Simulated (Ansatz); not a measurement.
Here is an unrelaxed guess for CuSn₃.

```
Cu Sn
1.0
     4.25768    0.00000    0.00000
    -2.12884    3.68726    0.00000
     0.00000    0.00000    6.80491
Cu Sn
1 3
Direct
  0.00000 0.00000 0.50000
  0.33333 0.66667 0.50000
  0.66667 0.33333 0.50000
  0.00000 0.00000 0.00000
```

These are results of DFT PBE, scalar-relativistic, plane waves, PAW in Ansatz, not measurements. Settings: cutoff 420 eV, Γ-centred mesh 6×6×4 on the computed 4-atom cell, Gaussian smearing of 0.10 eV; no spin polarisation.

Formation energies are uncorrected and refer to the elements' standard structures at the same level. The references include grey tin.

**Question.** What does a single point on this coarse mesh give?

**Answer.** The pressure is 24.7 GPa (the mean over three directions, positive in compression), the largest force is 0.00 eV/Å (symmetry fixes the atoms), and the energy is +1.57 eV/atom against the elements. The shortest distance is 2.46 Å.

**Question.** Is it a good guess?

**Answer.** A poor one: relaxing gains about 1.2 eV/atom (the start's value is from the coarse mesh, so the gain is rough) in 18 ionic steps and ends at +0.37 eV/atom on the finer mesh. The symmetry stays P6/mmm (No. 191). The volume per atom grows by 9.1 %, from 26.7 to 29.1 Å³. The shortest distance goes from 2.46 Å (Cu–Sn and Sn–Sn) to 2.49 Å (Cu–Sn). The ratio c/a of the conventional cell changes by a factor of 0.60. Conventional cell: a = 5.195 Å, c = 4.987 Å. Around Cu lie 2 Sn at 2.49 Å and 6 Sn at 3.00 Å; Sn on a site of symmetry -6m2 has 3 Cu at 3.00 Å and 3 Sn at 3.00 Å; Sn on a site of symmetry 6/mmm is surrounded by 2 Cu at 2.49 Å.

The last run used a 12×12×10 mesh (in the run's order of axes) for its 4-atom cell and Gaussian smearing of 0.10 eV. The relaxation can't lower the symmetry of the start, and the grade says only how near the guess is to its own end. Symmetry constrained the relaxation, so the result can be a saddle point. Another cell of CuSn3 relaxed alike, in P6_3/mmc (a Materials Project cell), lies 233 meV/atom lower, so this cell isn't the stable form at this level.
